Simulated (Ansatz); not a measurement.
## How far is PAW off for MnS?

```
Mn S
1.0
     0.00000    2.55096    2.55096
     2.55096    0.00000    2.55096
     2.55096    2.55096    0.00000
Mn S
1 1
Direct
  0.00000 0.00000 0.00000
  0.50000 0.50000 0.50000
```

Atoms are numbered in the order listed.

The structure comes from a relaxation in the same program, started in the rocksalt type, and has space group Fm-3m. Whether it is a known phase or the ground state wasn't checked.

Other magnetic orders may lie lower; this is the state that the run reached.

Methods: DFT, PBE, PAW with Ansatz's default frozen-core files, scalar-relativistic (Ansatz 0.2.0); DFT, PBE, all-electron LAPW, scalar-relativistic (Ansatz 0.2.0).

For PAW: a Γ-centred 16×16×16 k mesh, Fermi–Dirac smearing of 0.08 eV, cutoff 420 eV, spin-polarised from start moments Mn1 4 μB. LAPW targets a basis error of 0.5 meV/atom. The Ansatz runs share mesh, smearing and spin set-up. Plane-wave (PAW) pressures include the program's estimate of the Pulay term.

Stress and pressure are positive in compression.

Levels count from the Fermi level.

PAW results:

| quantity | PAW |
| --- | --- |
| pressure (GPa) | -0.02 |
| moment of the cell (μB) | 4.510 |
| highest filled spin-up level at X (eV) | -2.084 |
| lowest empty spin-up level at X (eV) | 0.949 |
| highest filled spin-up level at U (eV) | -1.352 |
| lowest empty spin-up level at U (eV) | 2.652 |
| highest filled spin-up level at Γ (eV) | -2.003 |
| lowest empty spin-up level at Γ (eV) | 2.145 |

Q: What does LAPW (all electrons) give for the same quantities?

A: 
```csv
quantity,LAPW
pressure (GPa),0.02
moment of the cell (μB),4.511
highest filled spin-up level at X (eV),-2.085
lowest empty spin-up level at X (eV),0.949
highest filled spin-up level at U (eV),-1.353
lowest empty spin-up level at U (eV),2.653
highest filled spin-up level at Γ (eV),-2.005
lowest empty spin-up level at Γ (eV),2.145
```
